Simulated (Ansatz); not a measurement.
Values for one crystal, relaxed and computed with r²SCAN in the plane-wave PAW code Ansatz; other levels are named.

| Item | Result |
|---|---|
| Volume per atom | 18.76 Å³ |
| Electronic character | metallic (no gap) |
| Pressure derivative B′ | 5.7 |
| Bulk modulus (Birch–Murnaghan fit) | 88.4 GPa |
| Gap with spin–orbit coupling | none (metallic) |
| Elastic constants (relaxed ions, GPa) | C11 = 174, C12 = 86.6, C13 = 17.4, C33 = 206, C44 = -12.9 |
| Density of states at the Fermi level | 0.26 states/eV per atom (mean over ±0.08 eV) |

### Question
Which of these materials gives this?
A. Gd, fcc (Cu type)
B. Ag, simple hexagonal
C. Ba, simple hexagonal
D. Ti, diamond

### Answer
B, Ag, simple hexagonal

Space group P6/mmm (simple hexagonal). The start of the workflow was typed in or built on a structure type; neither database checked (COD, Materials Project) lists it. It is not the phase usual at ambient conditions (space group No. 225). The cell was relaxed with r²SCAN under the symmetry of its start. At this level the phase is mechanically unstable. No spin polarisation was allowed. As this level gives no gap, shear constants depend on the k-mesh and smearing (Fermi–Dirac, 0.1 eV here). Scalar-relativistic: spin–orbit coupling is off unless named, which matters more the heavier the elements.

Potentials: the later of the program's two PAW sets.
